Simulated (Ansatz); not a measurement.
Here is an unrelaxed guess for Te3O2.

```
Te O
1.0
     5.18776    0.00000    0.00000
    -2.59388    4.49274    0.00000
     0.00000    0.00000    4.98267
Te O
3 2
Direct
  0.50000 0.00000 0.50000
  0.00000 0.50000 0.50000
  0.50000 0.50000 0.50000
  0.00000 0.00000 0.21968
  0.00000 0.00000 0.78032
```

Method: DFT PBE, scalar-relativistic, plane waves, PAW (Ansatz). Settings: cutoff 420 eV, Γ-centred mesh 6×6×4 on the computed 5-atom cell, Gaussian smearing of 0.10 eV; no spin polarisation.

Formation energies are uncorrected and refer to the elements' standard structures at the same level (O₂ as a molecule).

**Question.** Estimate its pressure, forces and energy as it stands.

**Answer.** The pressure is 19.9 GPa (the mean over three directions, positive in compression), the largest force is 0.76 eV/Å, and the energy is +1.57 eV/atom against the elements. The shortest distance is 2.19 Å.

**Question.** Is it a good guess?

**Answer.** A poor one: relaxing gains about 1.3 eV/atom (the start's value is from the coarse mesh, so the gain is rough) in 30 ionic steps and ends at +0.23 eV/atom on the finer mesh. The symmetry stays P6/mmm (No. 191). The volume per atom grows by 2.8 %, from 23.2 to 23.9 Å³. The shortest distance goes from 2.19 Å (O–O) to 1.26 Å (O–O). The end holds O–O pairs (shortest 1.26 Å, as in O₂). The ratio c/a of the conventional cell changes by a factor of 0.64. Conventional cell: a = 6.078 Å, c = 3.733 Å. Around Te lie 4 Te at 3.04 Å, 4 O at 3.28 Å, 2 Te at 3.73 Å and 4 O at 3.93 Å; O is surrounded by 1 O at 1.26 Å, 1 O at 2.47 Å, 6 Te at 3.28 Å, 2 O at 3.73 Å and 6 Te at 3.93 Å.

The last run used a 6×6×10 mesh (in the run's order of axes) for its 5-atom cell and Gaussian smearing of 0.10 eV. No dispersion correction is applied, so the spacing and binding between layers, chains or molecules are poorly described. These runs have no spin–orbit coupling, which can matter for Te. The reference form of Te is held partly by dispersion forces, which this level lacks. The relaxation can't lower the symmetry of the start, and the grade says only how near the guess is to its own end. A structure relaxed within its symmetry needn't be a true minimum. Another cell of Te3O2 relaxed alike, in R-3m, lies 0.54 eV/atom lower, so this cell isn't the stable form at this level.
